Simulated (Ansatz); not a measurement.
TiO2 (rutile)

```
TiO2
1.0
    4.64340     0.00000     0.00000
    0.00000     4.64340     0.00000
    0.00000     0.00000     2.96385
Ti O
2 4
Direct
  0.00000   0.00000   0.00000
  0.50000   0.50000   0.50000
  0.30513   0.30513   0.00000
  0.80513   0.19487   0.50000
  0.19487   0.80513   0.50000
  0.69487   0.69487   0.00000
```

The slice is a (-1 2 0) plane (indices of the conventional cell) through the point (0.195, 0.805, 0.500) (fractional), spanned by u = [001] and v = [210] in vectors of this cell: u (2.96 Å) and v (10.38 Å, at 90° to u). It covers one period; positions are fractions (u, v).

The numbers are results of PBE (plane waves to 420 eV, PAW, scalar-relativistic; Ansatz, an electronic-structure program), not measurements. k mesh 7×7×11. Near the nuclei the fields are pseudised (PAW); where an atom keeps semicore shells as valence, they peak there. TiO2 is run without spin polarisation. TiO2 was relaxed with its symmetry unable to fall.

Around which element is the density of the lowest conduction band (whole band as if filled, smooth part) largest on this plane?

Ti. Mean over a disc round each atom, of radius 0.45 times the shortest bond: Ti 0.079, O 0.010 e/Å³.

Around which element is the density of the highest valence band (whole band, smooth part) largest on this plane?

O. Mean over a disc round each atom, of radius 0.45 times the shortest bond: O 0.107, Ti 0.004 e/Å³.

Sketch the density of the lowest conduction band (whole band as if filled, smooth part) on this plane as a map.


```
|000011000|
|000011000|
|000000000|
|000000000|
|000000000|
|000000000|
|100000000|
|430000003|
|951000015|
|233100133|
|023100132|
|410000001|
|730000003|
|210000001|
|000000000|
|000000000|
|000000000|
|000011000|
|000133100|
|000255200|
|000144100|
|000122100|
|000011000|
|000000000|
|000000000|
|000000000|
|000000000|
|000000000|
|000000000|
|000000000|
|000000000|
|000000000|
```
Scale: ten equal steps from 0.001 (start of '0') to 0.222 (end of '9'), in the order '0123456789'. Values: density of the lowest conduction band (whole band as if filled, smooth part) in e/Å³. The map has 9 points along u (one character each, u = 0 at the left) and 32 along v (v = 0 in the bottom row).
